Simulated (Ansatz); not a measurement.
Bi:
```cif
data_Bi6
_chemical_formula_sum 'Bi6'
_space_group_name_H-M_alt 'R-3m :H'
_space_group_IT_number 166
_space_group_name_Hall '-R 3 2"'
_cell_length_a 4.52547
_cell_length_b 4.52547
_cell_length_c 11.64861
_cell_angle_alpha 90.000
_cell_angle_beta 90.000
_cell_angle_gamma 120.000
loop_
_atom_site_label
_atom_site_type_symbol
_atom_site_symmetry_multiplicity
_atom_site_Wyckoff_symbol
_atom_site_fract_x
_atom_site_fract_y
_atom_site_fract_z
_atom_site_occupancy
Bi1 Bi 6 c 0.00000 0.00000 0.23669 1
```
(The calculation used a cell of 2 atoms; values per cell refer to that cell.)

Relaxed at zero pressure with the program Ansatz at the PBEsol level (PAW).

The volume is raised by 3 % and shape and atoms relax at that volume. What pressure results, and how do the axes share the change?

-1.0 GPa; a 0.6 %, b 0.6 %, c 1.8 %; the energy rises by 3 meV/atom.

Give the new structure.


Space group R-3m, hexagonal axes (No. 166); a = b = 4.552 Å, c = 11.859 Å, α = β = 90.00°, γ = 120.00°

| atom | site | symmetry | x | y | z |
|---|---|---|---|---|---|
| Bi | 6c | 3m | 0.0000 | 0.0000 | 0.2351 |

The phase is kept; no other phase was compared at this pressure.

Symmetry was held in the PBEsol relaxation. Axis ratios of metals converge slowly with the k-mesh, so a and c are less sure than the volume. Spin–orbit coupling is left out wherever it is not named.

Potentials: the earlier of the program's two PAW sets. The files were generated under PBE; for other functionals the program regenerates the frozen cores, and for LDA and PBEsol the local potential too.
